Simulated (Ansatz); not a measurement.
An input for the plane-wave PAW code Ansatz:

```yaml
crystal:
  lattice:
    - [3.8503612769, 0.0, 0.0]
    - [-1.9251806384, 3.3345106795, 0.0]
    - [0.0, 0.0, 3.7439277789]
  atoms:
    - { symbol: Bi, position: [0.0, 0.0, 0.0] }
    - { symbol: P, position: [0.6666666667, 0.3333333333, 0.5] }
basis:
  ecutwfc: 420
  ecutrho_ratio: 4
kpoints:
  mp_grid: { grid: [10, 10, 8] }
  band_path:
    path:
      - [[0.0, 0.0, 0.0], [0.5, 0.0, 0.0], [0.33333333, 0.33333333, 0.0], [0.0, 0.0, 0.0], [0.0, 0.0, 0.5], [0.5, 0.0, 0.5], [0.33333333, 0.33333333, 0.5], [0.0, 0.0, 0.5]]
      - [[0.5, 0.0, 0.5], [0.5, 0.0, 0.0]]
      - [[0.33333333, 0.33333333, 0.5], [0.33333333, 0.33333333, 0.0]]
    npoints: 14
hamiltonian:
  xc: pbesol
scf:
  occupations: { method: gaussian, width: 0.05 }
  n_extra_bands: 11
output:
  forces: true
  stress: true
  eigenvalues: true
  populations: true
  dos: { projected: true, de: 0.02, nscf_kmesh: { grid: [15, 15, 12] } }
  bader: false
  write_density: true
  write_potential: true
  elf: true
  volumetric_format: npy
```

Launched as:
```sh
ansatz run input.yaml --threads 4 --pin off --max-ram 4096MiB --backend cpu --events-out ev --progress --plain --runs-dir out
```

The cell came from substitution into a structure type; whether the compound takes it is for experiment to say.

What the program printed, in part:

```
scf.n_extra_bands = 11 over 10 filled bands (N_el = 20.0): the run solves 21 bands
Pseudopotentials: kind: paw
Pseudopotential: Bi, paw, valence charge 15, recommended cutoff 420 eV (normal), Bi.paw.azcp
Pseudopotential: P, paw, valence charge 5, recommended cutoff 420 eV (normal), P.paw.azcp
Crystal: 2 atoms, lattice volume = 48.069 Å³
Basis set: ecut = 420 eV, 913 PW (Γ), exchange–correlation on 54×54×54 points (8 copies of the dense FFT grid, shifted against one another)
Bands: 21, of which v1, the nominal top of the filled ones, is band 10 counted from 1 (9 counted from 0)
Symmetry: 12 space group operations
Space group: P-6m2 (ITA 187), of the structure as read, at distance tolerance 3.6e-5 Å
k-points: 70 of 800 (time reversal used)
Initial density: superposition of atomic densities (neutral atoms: chi_scale 0, normalization atom), corrected by the library's trained network
Initial wavefunctions: pseudopotential atomic-orbital guess
Functional: x = pbesol(κ = 0.804, μ = 0.12346), c = pbesol(β = 0.046)
```

```
SCF iter   1: F=—  HF=-12981.575435 eV  |F-HF|=—  |Δ(HF+E_count)|=         —  Δρ=6.18e-3  dr2=3.86e-2
SCF iter   2: F=—  HF=-12981.571467 eV  |F-HF|=—  |Δ(HF+E_count)|=   3.97e-3  Δρ=4.89e-3  dr2=2.53e-2
SCF iter   3: F=—  HF=-12981.566228 eV  |F-HF|=—  |Δ(HF+E_count)|=   5.24e-3  Δρ=1.91e-3  dr2=4.38e-3
SCF iter   4: F=—  HF=-12981.565098 eV  |F-HF|=—  |Δ(HF+E_count)|=   1.13e-3  Δρ=4.47e-4  dr2=6.37e-5
SCF iter   5: F=—  HF=-12981.565067 eV  |F-HF|=—  |Δ(HF+E_count)|=   3.13e-5  Δρ=1.05e-4  dr2=2.81e-6
SCF iter   6: F=-12981.565070 eV  HF=-12981.565070 eV  |F-HF|=3.79e-8  |Δ(HF+E_count)|=   3.24e-6  Δρ=1.66e-5  dr2=9.76e-8
```

```
SCF 1 converged in 6 iterations: F = -12981.565070 eV  dr2 = 9.76e-8
NSCF: frozen V_eff on 129 k-points
NSCF: frozen V_eff on 189 k-points
SCF converged after 6 iterations
Free energy (F): -12981.565070 eV
E sigma→0 (E₀):  -12981.564043 eV
Entropy (-TS):   -0.002054 eV (-1.027 meV/atom)
Fermi energy:    10.238247 eV
--- Per-component energies (eV) ---
  E_band       = -78.911352
  E_kinetic    = 371.298347
  E_local      = -1551.126327  (includes V_loc(G=0)·N_el)
  E_nonlocal   = 597.412419
  E_hartree    = 501.710623
  E_xc         = -211.174541
  E_vxc        = -204.689334  (∫ρ·V_xc dr)
  E_paw        = -11063.774943  (= ΣΔE_a)
  E_vpaw       = -295.237063  (= ΣTr[D̂ρ^β])
  E_aug_tail   = -0.000460  (compensation charges beyond the density's cutoff)
  E_ewald      = -1626.043983
  E_core_change = 0.135848  (= ΣΔE_core)
  E_smearing   = -0.002054  (= −TS)
--- Forces (eV/Å), atoms counted from 1 ---
  atom   1  Bi     0.00000000     0.00000000     0.00000000
  atom   2  P      0.00000000     0.00000000     0.00000000
--- Stress (GPa, compression-positive) ---
       -0.014197       0.000000       0.000000
        0.000000      -0.014197       0.000000
        0.000000       0.000000      -0.009789
  P = ⅓ Tr σ = -0.0127 GPa (-0.127 kbar)
--- Löwdin populations: 2 sites ---
  site symbol       q [e]
     0     Bi     14.5559
     1      P      5.3480
```

In short (PBEsol): pressure 0.0 GPa, gap on the mesh zero (metallic).

Total energies depend on the potentials used, so only differences within one code and one set of settings carry meaning.

Scalar-relativistic only: spin–orbit splittings of the heavy atoms' levels are missing. A displaced or strained copy of the relaxed cell lay 4.9 meV/atom lower, so the structure isn't a true minimum at this level, unless the mesh, which matters in a metal, makes it so.
